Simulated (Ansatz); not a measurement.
Relaxed candidate structures of TiB₂:

A. C2/m (No. 12), mS12; a = 8.115 Å, b = 3.031 Å, c = 4.564 Å, α = 90.00°, β = 104.36°, γ = 90.00°; B 4i (0.449, 0.000, 0.145); B 4i (0.085, 0.000, 0.673); Ti 4i (0.178, 0.000, 0.213)

B. P6/mmm (No. 191), hP3, AFLOW prototype AB2_hP3_191_a_d (C32, as in AlB2); a = b = 3.017 Å, c = 3.186 Å, α = β = 90.00°, γ = 120.00°; B 2d (0.333, 0.667, 0.500); Ti 1a (0.000, 0.000, 0.000)

C. C222₁ (No. 20), oS24; a = 4.3966 Å, b = 7.5449 Å, c = 6.9879 Å, α = β = γ = 90.00°; B 4b (0.000, 0.421, 0.250); B 4a (0.892, 0.000, 0.000); B 8c (0.140, 0.102, 0.828); Ti 8c (0.289, 0.181, 0.113)

D. Fddd, origin choice 1 (No. 70), oF24; a = 4.5709 Å, b = 6.1736 Å, c = 7.9822 Å, α = β = γ = 90.00°; B 16f (0.000, 0.368, 0.000); Ti 8a (0.000, 0.000, 0.000)

Problem. Order them by energy per atom (lowest first) at the level PBEsol (plane waves to 420 eV, PAW, scalar-relativistic; Ansatz, an electronic-structure program).

Solution. B (reference, the lowest among the structures calculated here), A (+0.42 eV/atom), C (+1.00 eV/atom), D (+1.19 eV/atom)

Probably no minimum, since a slightly shaken restart fell lower: Fddd, oF24 (by 0.77 eV/atom, to C2/m). Each run could gain symmetry but not lose that of its start, so entries can be saddle points. From databases, or of a type measured for this composition: P6/mmm, hP3, AFLOW prototype AB2_hP3_191_a_d (C32, as in AlB2); the others are generated cells (placed on structure types, drawn at random, substituted or restacked) that were not matched to a known phase here. Energies are at zero temperature and pressure, without zero-point motion. No spin polarisation in the result.
